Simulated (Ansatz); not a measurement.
Relaxed HfO₂ (tetragonal-ZrO2 type, space group P4_2/nmc):

```xyz
6
Lattice="3.6048 0.0000 0.0000 0.0000 3.6048 0.0000 0.0000 0.0000 5.2650" Properties=species:S:1:pos:R:3 pbc="T T T"
Hf     0.0000     0.0000     0.0000
Hf     1.8024     1.8024     2.6325
O      0.0000     1.8024     1.0174
O      0.0000     1.8024     3.6499
O      1.8024     0.0000     1.6151
O      1.8024     0.0000     4.2476
```

Scan: atom 6 (O, nearest neighbour Hf at 2.070 Å; its periodic images, 3.6 Å or more away, move with it) is displaced towards the nearest neighbour, direction (-0.871, 0.000, 0.492) in Cartesian axes, by s. The other atoms stay.

The numbers are results of PBE (plane waves to 420 eV, PAW, scalar-relativistic; Ansatz, a quantum-chemistry and plane-wave program), not measurements. k mesh 7×7×5 (Γ-centred), Fermi-Dirac smearing 0.05 eV. Energies are smeared free energies. HfO2 is run without spin polarisation. HfO2 was relaxed with its symmetry unable to fall. Spin-orbit coupling is left out, though Hf is heavy. The PAW data are Ansatz's earlier set. This is a high-temperature form of HfO2. The zero of ΔE is the undisplaced structure.

```tsv
s (Å)	ΔE (meV/cell)
-0.210	309
-0.168	204
-0.126	118
-0.084	54
-0.042	14
0.000	0
0.042	15
0.084	63
0.126	148
0.168	275
0.210	withheld
```

Problem. Fit a polynomial form (powers 2, 3, 4) to the given rows and predict ΔE at s = 0.210.

Solution. Least squares on the 10 given rows: ΔE = (8271)·s² + (7522)·s³ + (7248)·s⁴, in meV/cell with s in Å; root-mean-square residual 0.2 meV/cell. At 0.210 the fit gives 449 meV/cell; the calculation gives 450 meV/cell, so the extrapolation is off by -1 (-0.2 %). The quadratic term alone would give 365 meV/cell.

(For displaced atoms, the force is minus the slope of the energy, and its curvature is a force constant, which sets phonon frequencies.)
